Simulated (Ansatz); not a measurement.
Given:

Relaxed AlCo (CsCl type):

```xyz
2
Lattice="2.8521 0.0000 0.0000 0.0000 2.8521 0.0000 0.0000 0.0000 2.8521" Properties=species:S:1:pos:R:3 pbc="T T T"
Al     0.0000     0.0000     0.0000
Co     1.4260     1.4260     1.4260
```

In each cell atom 2 (Co, nearest neighbour Al at 2.470 Å; its periodic images, 2.9 Å or more away, move with it) moves by s·(0.577, 0.577, 0.577) (along Cartesian [111]), the rest being held.

All values below come from PBE (plane waves to 420 eV, PAW, scalar-relativistic; Ansatz, a first-principles code). k mesh 13×13×13 (Γ-centred), Fermi-Dirac smearing 0.05 eV. Energies are smeared free energies. With partly filled bands, energies and forces of such displacements shift with the k mesh and the smearing. AlCo is run without spin polarisation. AlCo was relaxed with its symmetry unable to fall. The zero of ΔE is the undisplaced structure.

The scan covers s from -0.490 to 0.490 Å in 11 points.

### Question
Is this a single well or a double well?

### Answer
A single well with its minimum at or next to zero displacement.

### Question
Is the energy the same for equal positive and negative displacements?

### Answer
Even: the same for both signs. With its periodic images moving along, the atom's site symmetry in this cell is m-3m.

### Question
What force acts on the atom along the line at s = -0.490 Å?

### Answer
5.62 eV/Å.

### Question
What is the energy change at s = 0.490 Å?

### Answer
1111 meV/cell.

### Question
What is the force constant k = d²E/ds² of this move at s = 0?

### Answer
7.24 eV/Å².

(For displaced atoms, the force is minus the slope of the energy, and its curvature is a force constant, which sets phonon frequencies.)
